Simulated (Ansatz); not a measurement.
YSi$_{2}$Pd$_{2}$:
```xyz
5
Lattice="-2.0670 2.0670 4.9644 2.0670 -2.0670 4.9644 2.0670 2.0670 -4.9644" Properties=species:S:1:pos:R:3 pbc="T T T"
Y      0.0000     0.0000     0.0000
Pd     0.0000     2.0670     2.4822
Pd     2.0670     0.0000     2.4822
Si     0.0000     0.0000     3.8023
Si     0.0000     0.0000     6.1264
```

Relaxed with r²SCAN. Special points in fractions of this cell's reciprocal vectors: Γ (0.000, 0.000, 0.000); X (0.000, 0.000, 0.500); P (0.250, 0.250, 0.250); N (0.000, 0.500, 0.000); M (0.500, 0.500, -0.500); S (0.293, 0.707, -0.293); S0 (-0.293, 0.293, 0.293); R (-0.087, 0.087, 0.500); G (0.500, 0.500, -0.087).

Question: List the band energies nearest the Fermi level at these points for plane-wave PAW r²SCAN (Ansatz code).

Answer: In eV from the Fermi level; about four levels below and three above (degenerate sets whole), none deeper than 8.9 eV; points with the same levels are listed once.

```
k                    below           above
-  -----------------------  --------------
Γ  -1.44 -1.13 -1.13 -0.28  1.44 1.44 2.80
X  -2.32 -1.39 -0.78 -0.44  3.71 3.88 4.52
P  -1.95 -1.95 -0.53 -0.53  2.97 4.01 4.53
N  -3.59 -3.06 -1.97 -0.60  1.57 1.76 2.81
M  -2.49 -1.44 -1.16 -1.16  0.04 0.92 2.50
S  -3.42 -3.41 -0.57 -0.31  0.31 2.36 2.68
R  -1.85 -0.97 -0.78 -0.10  3.63 3.79 4.17
```

Space group I4/mmm. The workflow started from an entry of the Crystallography Open Database (COD). Whether it is the stable phase at ambient conditions was not checked. The r²SCAN relaxation kept the symmetry of its start; whether a distortion lowers the energy is not shown. The run is not spin-polarised. Spin–orbit coupling is left out wherever it is not named.

Potentials: the later of the program's two PAW sets.
